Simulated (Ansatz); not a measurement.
Starting cell, BP (zinc blende):

```yaml
crystal:
  lattice:
    - [0.00000, 4.54847, 4.54847]
    - [2.27424, 2.27424, 4.54847]
    - [2.27424, 2.27424, 0.00000]
  atoms:
    - { symbol: P, position: [0.00000, 0.75000, 0.75000] }
    - { symbol: P, position: [0.50000, 0.75000, 0.75000] }
    - { symbol: B, position: [0.00000, 0.00000, 0.00000] }
    - { symbol: B, position: [0.50000, 0.00000, 0.00000] }
```

A phonon eigenvector at X = (0.5, 0.5, 0.0) is frozen into this cell: atom i moves by Q times the vector below, so Q is the largest atomic displacement, in Å. The cell is held. (q is in reciprocal vectors of the primitive cell; the cell shown is doubled to hold the pattern.)

```csv
atom,x,y,z
P1,0.000,0.000,1.000
P2,0.000,0.000,-1.000
```

Atoms not listed stay in place.

Computed with PBE (plane waves to 420 eV, PAW, scalar-relativistic; Ansatz, a first-principles code). k mesh 12×12×12 (Γ-centred), Fermi-Dirac smearing 0.05 eV. BP was relaxed with its symmetry unable to fall.

At one point of the scan the forces (eV/Å) are:

| atom | Fx | Fy | Fz |
|---|---|---|---|
| P1 | 0.000 | 0.000 | 1.877 |
| P2 | 0.000 | 0.000 | -1.877 |
| B3 | 0.000 | 0.000 | 0.000 |
| B4 | 0.000 | 0.000 | 0.000 |

Task: Which point is it?
A) Q = -0.060 Å
B) Q = -0.030 Å
C) Q = -0.090 Å
D) Q = -0.150 Å

Result: A, Q = -0.060 Å

(A displaced cell: forces are minus the slopes of the energy, force constants its curvatures, and phonons follow from these.)
